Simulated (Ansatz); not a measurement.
Level of theory: Ansatz 0.2.0, DFT PBE, scalar-relativistic, plane waves, PAW, and for the lanthanide a 4f-in-core norm-conserving potential. All cells share a 770 eV cutoff and Γ-centred k meshes spaced at most about 0.3 Å⁻¹ (about 0.25 or finer for metals, 2π included). No spin polarisation in the final relaxations.

Temperature and zero-point effects are left out.

Compare these two cells of ErBRh, each relaxed at this level.

1.

```cif
data_structure
_symmetry_space_group_name_H-M 'P4/mmm'
_symmetry_Int_Tables_number 123
_cell_length_a 3.0509
_cell_length_b 3.0509
_cell_length_c 5.0789
_cell_angle_alpha 90.000
_cell_angle_beta 90.000
_cell_angle_gamma 90.000
_cell_volume 47.27
loop_
_atom_site_label
_atom_site_type_symbol
_atom_site_symmetry_multiplicity
_atom_site_Wyckoff_symbol
_atom_site_fract_x
_atom_site_fract_y
_atom_site_fract_z
_atom_site_occupancy
Er1 Er 1 d 0.50000 0.50000 0.50000 1
B1 B 1 c 0.50000 0.50000 0.00000 1
Rh1 Rh 1 a 0.00000 0.00000 0.00000 1
```

2.

```cif
data_structure
_symmetry_space_group_name_H-M 'P6_3/mmc'
_symmetry_Int_Tables_number 194
_cell_length_a 3.6639
_cell_length_b 3.6639
_cell_length_c 8.2432
_cell_angle_alpha 90.000
_cell_angle_beta 90.000
_cell_angle_gamma 120.000
_cell_volume 95.83
loop_
_atom_site_label
_atom_site_type_symbol
_atom_site_symmetry_multiplicity
_atom_site_Wyckoff_symbol
_atom_site_fract_x
_atom_site_fract_y
_atom_site_fract_z
_atom_site_occupancy
Er1 Er 2 a 0.00000 0.00000 0.50000 1
B1 B 2 c 0.66667 0.33333 0.75000 1
Rh1 Rh 2 d 0.33333 0.66667 0.75000 1
```

Problem. Which form is favoured at zero pressure, and by what margin per atom?

Solution. Cell 2 is lower, by 0.49 eV/atom. Cell 1 has space group P4/mmm (No. 123), 15.8 Å³/atom and no gap on its mesh; cell 2 has space group P6_3/mmc (No. 194), 16.0 Å³/atom and no gap. Counting B atoms around Er and Rh (those within 1.25 times the shortest such distance or 1.15 times the sum of covalent radii, 1.27 where that leaves under three), cell 1 has Er 2, Rh 4 and cell 2 has Er 6, Rh 3. Both come from invented guesses.

Cells relaxed within their symmetry can be saddle points.

The lanthanide is trivalent by construction, without f bands, f moments or other valences.
